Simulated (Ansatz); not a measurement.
# Bi2W: relaxation of cell and atoms

The calculation used Ansatz 0.2.0, DFT, PBE, PAW with Ansatz's default frozen-core files, scalar-relativistic.

Command: `ansatz run input.yaml --threads 1 --pin off --max-ram 3072MiB --backend cpu --events-out ev --progress --plain --runs-dir out` The run took 20 s on 1 thread of Intel(R) Xeon(R) Platinum 8488C (Sapphire Rapids), on a shared host.

```yaml
crystal:
  lattice:
    - [0.0, 3.4039354034, 3.4039354034]
    - [3.4039354034, 0.0, 3.4039354034]
    - [3.4039354034, 3.4039354034, 0.0]
  atoms:
    - { symbol: W, position: [0.0, 0.0, 0.0] }
    - { symbol: Bi, position: [0.25, 0.25, 0.25] }
    - { symbol: Bi, position: [0.75, 0.75, 0.75] }
kpoints:
  mp_grid: { grid: [10, 10, 10] }
scf:
  occupations: { method: fermi_dirac, width: 0.08 }
hamiltonian:
  xc: pbe
  pseudopotentials: { kind: paw }
output:
  forces: true
  stress: true
relax:
  f_tol: 0.005
  max_steps: 80
  cell: {}
```

Spin–orbit coupling is left out, though it moves levels of the heavy atoms by tenths of an eV or more.

The cell is built from the fluorite type as a first guess.

The cutoff is 420 eV; energies and pressures of the walk include the program's estimate of the Pulay term.

Each frame lists the cell vectors (Å), then Cartesian positions (Å); symmetry keeps all forces zero. Free energies count from the first step, -35174.9147 eV.

The walk took 5 evaluations in all; steps that aren't listed are left out.

Step 1: E = 0.0 meV, P = 3.11 GPa

```
cell 0.0000 3.4039 3.4039 3.4039 0.0000 3.4039 3.4039 3.4039 0.0000
W     0.0000    0.0000    0.0000
Bi    1.7020    1.7020    1.7020
Bi    5.1059    5.1059    5.1059
```

Step 2:

```
cell 0.0000 3.4956 3.4956 3.4956 0.0000 3.4956 3.4956 3.4956 0.0000
W     0.0000    0.0000    0.0000
Bi    1.7478    1.7478    1.7478
Bi    5.2434    5.2434    5.2434
```

Step 3: E = -25.8 meV, P = -0.23 GPa

```
cell 0.0000 3.4475 3.4475 3.4475 0.0000 3.4475 3.4475 3.4475 0.0000
W     0.0000    0.0000    0.0000
Bi    1.7237    1.7237    1.7237
Bi    5.1712    5.1712    5.1712
```

**Question.** Give the energy, pressure of step 2.

**Answer.** E = +14.2 meV, P = -3.26 GPa, step rejected
```
W     0.0000    0.0000    0.0000
Bi    1.7478    1.7478    1.7478
Bi    5.2434    5.2434    5.2434
```

**Question.** How does the relaxation end?

**Answer.** It converges, with a = 6.889 Å, b = 6.889 Å, c = 6.889 Å, α = 90.00°, β = 90.00°, γ = 90.00° (conventional cell, space group Fm-3m). The last solve (on a basis chosen afresh for the final cell, so its energy is not quite comparable) gives E = -26.6 meV, P = -0.02 GPa:
```
cell 0.0000 3.4445 3.4445 3.4445 0.0000 3.4445 3.4445 3.4445 0.0000
W     0.0000    0.0000    0.0000
Bi    1.7222    1.7222    1.7222
Bi    5.1667    5.1667    5.1667
```
